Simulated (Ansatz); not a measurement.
This cell of CuI (zinc blende) is off equilibrium:

```xyz
2
Lattice="0.0000 3.0115 3.0115 3.0115 0.0000 3.0115 3.0115 3.0115 0.0000" Properties=species:S:1:pos:R:3 pbc="T T T"
I      4.6733     4.5173     4.5173
Cu     0.0000     0.0000     0.0000
```

These are r2SCAN (plane waves to 500 eV, PAW, scalar-relativistic; Ansatz, a quantum-chemistry and plane-wave program) values and carry that method's errors. k mesh 8×8×8 (Γ-centred), Fermi-Dirac smearing 0.05 eV. The energy includes the smearing's −TS. Stress and pressure are positive under compression. CuI is run without spin polarisation. CuI was relaxed with its symmetry unable to fall. Spin-orbit coupling is left out, though I is heavy.

**Question.** Predict the force on every atom, in eV/Å.

**Answer.** 
| atom | Fx | Fy | Fz |
|---|---|---|---|
| I1 | -0.411 | 0.000 | 0.000 |
| Cu2 | 0.411 | 0.000 | 0.000 |

**Question.** Give the stress tensor in GPa and the pressure.

**Answer.** 
```
    0.3      0.0      0.0
    0.0      0.6      1.7
    0.0      1.7      0.6
```
The pressure, a third of the trace, is 0.5 GPa.

**Question.** In it atom 1 sits (0.156, 0.000, 0.000) Å away from its relaxed site. What is its energy relative to the relaxed cell?

**Answer.** 32 meV/cell.

(A displaced cell: forces are minus the slopes of the energy, force constants its curvatures, and phonons follow from these.)
